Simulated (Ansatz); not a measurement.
CsPbCl3 (cubic perovskite)

```
CELL_PARAMETERS angstrom
      5.73560     0.00000     0.00000
      0.00000     5.73560     0.00000
      0.00000     0.00000     5.73560
ATOMIC_POSITIONS crystal
  Cs 0.00000 0.00000 0.00000
  Pb 0.50000 0.50000 0.50000
  Cl 0.00000 0.50000 0.50000
  Cl 0.50000 0.50000 0.00000
  Cl 0.50000 0.00000 0.50000
```

This relaxed cell (volume V₀) is scaled evenly in all directions, its shape held. Symmetry pins the atoms to their sites.

Method: PBE (plane waves to 420 eV, PAW, scalar-relativistic; Ansatz, an electronic-structure program). k mesh 6×6×6 (Γ-centred), Fermi-Dirac smearing 0.05 eV. The energy includes the smearing's −TS. Compression counts positive. CsPbCl3 was relaxed with its symmetry unable to fall. Spin-orbit coupling is left out, though Pb is heavy. This is a high-temperature form of CsPbCl3. ΔE is measured from the relaxed starting cell.

```csv
V (Å³/cell),ΔE (kJ/mol of atoms),P (GPa)
177.36,1.00,1.56
179.63,0.63,1.20
181.89,…,0.87
184.16,…,0.56
186.42,0.04,0.27
188.69,0.00,0.00
190.95,0.03,-0.25
193.21,…,-0.49
195.48,0.30,-0.71
197.74,0.52,-0.92
200.01,…,-1.11
```

Problem. Fill in the missing entries.

Solution. 
- 181.89, ΔE (kJ/mol of atoms): 0.34
- 184.16, ΔE (kJ/mol of atoms): 0.15
- 193.21, ΔE (kJ/mol of atoms): 0.14
- 200.01, ΔE (kJ/mol of atoms): 0.80

(Under strain, the slope of the energy per volume gives the stress and its curvature an elastic modulus.)
